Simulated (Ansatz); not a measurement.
All numbers below come from Ansatz, DFT PBE, scalar-relativistic, plane waves, PAW. All cells share a 420 eV cutoff and Γ-centred k meshes spaced at most about 0.3 Å⁻¹ (about 0.25 or finer for metals, 2π included). No spin polarisation in the final relaxations.

Temperature and zero-point effects are left out.

Compare these two cells of TiWN2, each relaxed at this level.

A.

```
Ti W N
1.0
     2.85494    0.00000    0.00000
    -1.42747    2.47245    0.00000
     0.00000    0.00000    5.63275
Ti W N
1 1 2
Direct
  0.00000 0.00000 0.00000
  0.00000 0.00000 0.50000
  0.33333 0.66667 0.24320
  0.66667 0.33333 0.75680
```

B.

```
Ti W N
1.0
     2.88798    0.00000    0.00000
    -1.44399    2.50107    0.00000
     0.00000    0.00000    5.49354
Ti W N
1 1 2
Direct
  0.00000 0.00000 0.00000
  0.33333 0.66667 0.50000
  0.66667 0.33333 0.74162
  0.66667 0.33333 0.25838
```

**Question.** Which is lower in energy, and by how much?

**Answer.** A is lower, by 8 meV/atom. A has space group P-3m1 (No. 164), 9.9 Å³/atom and no gap on its mesh; B has space group P-6m2 (No. 187), 9.9 Å³/atom and no gap. Counting N atoms around Ti and W (those within 1.25 times the shortest such distance or 1.15 times the sum of covalent radii), A and B both have Ti 6, W 6. Both come from invented guesses.

The k mesh leaves some 4 meV/atom of noise in the energy of each metallic cell. Spin–orbit coupling, which can matter for W, is left out. Cells relaxed within their symmetry can be saddle points.
